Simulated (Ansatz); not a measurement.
This cell of TiO$_{2}$ (anatase) is off equilibrium:

```
TiO2
1.0
   -1.83722     1.83722     4.66292
    1.83722    -1.83722     4.66292
    1.83722     1.83722    -4.66292
Ti O
2 4
Direct
  0.50000   0.50000   0.00000
  0.25000   0.75000   0.50000
  0.28981   0.28981   0.00000
  0.03981   0.53981   0.50000
  0.46019   0.96019   0.50000
  0.71019   0.71019   0.00000
```

Calculation: r2SCAN (plane waves to 500 eV, PAW, scalar-relativistic; Ansatz, a program for electronic structure). k mesh 12×12×12 (Γ-centred), Fermi-Dirac smearing 0.05 eV. E stands for the smeared free energy. Compression counts positive. The PAW data are Ansatz's earlier set. TiO2 is run without spin polarisation. TiO2 was relaxed with its symmetry unable to fall.

What is the stress tensor (GPa)?


```
   22.9      0.0      0.0
    0.0     22.9      0.0
    0.0      0.0     16.5
```
The pressure, a third of the trace, is 20.8 GPa.

It is the relaxed cell scaled evenly to V/V₀ = 0.920, atoms relaxed where free. What is its energy relative to the relaxed cell?

54.9 meV/atom.

(A scan under strain: stresses follow from slopes of the energy per volume, elastic moduli from its curvatures.)
